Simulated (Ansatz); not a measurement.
# LiMnH3 (P4/mbm) at 2 levels of theory

One geometry, relaxed with PBE; plane waves with PAW potentials in Ansatz, scalar-relativistic. Collinear spin, ending at 5.6 μB a primitive cell. Gaps are the least over mesh and band path; pressure is positive in compression.

```xyz
10
Lattice="4.6988 0.0000 0.0000 0.0000 4.6988 0.0000 0.0000 0.0000 3.4054" Properties=species:S:1:pos:R:3 pbc="T T T"
Li    0.0000    2.3494    1.7027
Li    2.3494    0.0000    1.7027
Mn    2.3494    2.3494    0.0000
Mn    0.0000    0.0000    0.0000
H     3.8039    1.4545    0.0000
H     3.2442    3.8039    0.0000
H     2.3494    2.3494    1.7027
H     0.8948    3.2442    0.0000
H     1.4545    0.8948    0.0000
H     0.0000    0.0000    1.7027
```

| level | cutoff (eV) | k mesh | gap (eV) | pressure (GPa) | largest moment (μB) |
| --- | --- | --- | --- | --- | --- |
| PBE | 420 | 8×8×12 | 0 | 0.0 | 2.20 |

**Question.** What comes out on the same cell with r2SCAN?

**Answer.**
```tsv
level	cutoff (eV)	k mesh	gap (eV)	pressure (GPa)	largest moment (μB)
r2SCAN	500	8×8×12	0	3.9	2.66
```

The state reached may not be the lowest one.

The structure comes from a generated guess; another structure or a mixture of phases may lie lower.
